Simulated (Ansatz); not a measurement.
A geometry of MgS away from equilibrium: step 2 of the relaxation of a relaxed MgS cell, doubled along one cell vector, shaken by Gaussian noise of σ = 0.08 Å a coordinate. The numbers are results of r2SCAN (plane waves to 500 eV, PAW, scalar-relativistic; Ansatz, a quantum-chemistry and plane-wave program), not measurements. Γ-centred k-mesh 11×6×11 on the run's cell, Fermi–Dirac smearing 0.05 eV.

```yaml
crystal:
  lattice:
    - [0.00284, 2.59062, 2.59182]
    - [5.17225, 0.02229, 5.16703]
    - [2.59396, 2.59014, 0.00331]
  atoms:
    - { symbol: S, position: [0.00818, 0.00326, 0.98286] }
    - { symbol: S, position: [0.02569, 0.49341, 0.00752] }
    - { symbol: Mg, position: [0.50487, 0.23519, 0.53530] }
    - { symbol: Mg, position: [0.51466, 0.72266, 0.52083] }
```

Question: What forces act on the atoms (eV/Å)?

Answer: 
| atom | Fx | Fy | Fz |
|---|---|---|---|
| S1 | -0.14 | 0.61 | -0.47 |
| S2 | 0.03 | -0.15 | -0.32 |
| Mg3 | -0.32 | -0.16 | 0.12 |
| Mg4 | 0.43 | -0.30 | 0.67 |

Question: What is the pressure?

Answer: +2.4 GPa, compression positive.

Question: How far above the relaxed end point is this geometry?

Answer: 0.03 eV/atom; the path ends in Fm-3m (No. 225) (rock salt type).

No spin polarisation in the result.
